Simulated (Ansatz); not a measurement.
LuHg: pressure against volume, fitted

```yaml
crystal:
  lattice:
    - [3.60700, 0.00000, 0.00000]
    - [0.00000, 3.60700, 0.00000]
    - [0.00000, 0.00000, 3.60700]
  atoms:
    - { symbol: Lu, position: [0.50000, 0.50000, 0.50000] }
    - { symbol: Hg, position: [0.00000, 0.00000, 0.00000] }
```

Atom numbers follow the list: Lu1, Hg2.

The cell comes from COD entry 1523433, which wasn't checked; take it as a given geometry.

Spin–orbit coupling is left out, though it moves levels of the heavy atoms by tenths of an eV or more.

Level of theory: DFT, LDA, all-electron LAPW, scalar-relativistic (Ansatz 0.2.0).

Settings: a Γ-centred 10×10×10 k mesh, Fermi–Dirac smearing of 0.05 eV, basis error target 0.25 meV/atom, no spin polarisation.

The cell is scaled evenly. Fractional coordinates are held (clamped ions).

```json
{"V (Å³/atom)": "22.056", "P (GPa)": "0.90"}
{"V (Å³/atom)": "22.995", "P (GPa)": "-2.68"}
{"V (Å³/atom)": "23.230", "P (GPa)": "-3.45"}
{"V (Å³/atom)": "23.464", "P (GPa)": "-4.17"}
{"V (Å³/atom)": "23.699", "P (GPa)": "-4.85"}
{"V (Å³/atom)": "23.934", "P (GPa)": "-5.50"}
{"V (Å³/atom)": "24.403", "P (GPa)": "-6.67"}
{"V (Å³/atom)": "24.872", "P (GPa)": "-7.70"}
```

Task: Fit a third-order Birch–Murnaghan curve to the pressures.

Result: P = (3B0/2)(y^(7/2) − y^(5/2))[1 + (3/4)(B0′ − 4)(y − 1)] with y = (V0/V)^(2/3) fits within 0.01 GPa for V0 = 22.272 Å³/atom, B0 = 90.5 GPa and B0′ = 4.73.

Task: Predict the pressure at the withheld volume, 22.526 Å³/atom.

Result: There y = 0.9925, so the fit gives -1.00 GPa; the run gave -0.99 GPa.
